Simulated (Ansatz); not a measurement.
**P: a ladder of calculations**

Cell of run 1: a structure deposited in the COD, its atoms then relaxed with PBE in this cell.

```cif
data_structure
_symmetry_space_group_name_H-M 'P 1'
_symmetry_Int_Tables_number 1
_cell_length_a 5.4186
_cell_length_b 5.4186
_cell_length_c 4.3170
_cell_angle_alpha 90.000
_cell_angle_beta 90.000
_cell_angle_gamma 144.422
_cell_volume 73.75
loop_
_atom_site_label
_atom_site_type_symbol
_atom_site_fract_x
_atom_site_fract_y
_atom_site_fract_z
_atom_site_occupancy
P1 P 0.89573 0.10427 0.07750 1
P2 P 0.60427 0.39573 0.57750 1
P3 P 0.10427 0.89573 0.92250 1
P4 P 0.39573 0.60427 0.42250 1
```

Atom numbers follow the list; atoms alike are taken as one site, whose name carries the number of the first.

All runs are DFT with Ansatz 0.2.0 (plane waves and PAW, scalar-relativistic unless spin–orbit coupling is named, Γ-centred meshes, Fermi–Dirac smearing where given) in this cell.

Run 1: PBE, atoms relaxed; 420 eV, 15×15×11 k-points, smearing 0.05 eV.
Run 2: r2SCAN, at the relaxed atoms; 500 eV, 15×15×11 k-points, smearing 0.05 eV.
Run 3: LDA, at the relaxed atoms; 420 eV, 15×15×11 k-points, smearing 0.05 eV.
Run 4: PBEsol, at the relaxed atoms; 420 eV, 15×15×11 k-points, smearing 0.05 eV.

```json
{"run": "1", "P V_zz (η)": "-7.18 (0.06)"}
{"run": "2", "P V_zz (η)": "?"}
{"run": "3", "P V_zz (η)": "-6.96 (0.05)"}
{"run": "4", "P V_zz (η)": "-6.89 (0.05)"}
```

V_zz in 10²¹ V/m².

Q: Estimate the row of run 2.

A: P: -7.70 (0.07). It lies nearest to run 1, from whose tensors on these sites it differs by 0.52 at most (largest principal value of the difference, on P).

Semilocal functionals make gaps too small and can close them, so the real compound need not be a metal. In runs 1, 2, 3, 4 there is no gap above 0.1 eV, so the gradients can move by 10 % or more with the k-mesh. In run 2 the atoms aren't at the calculated equilibrium (largest force 0.32 eV/Å).
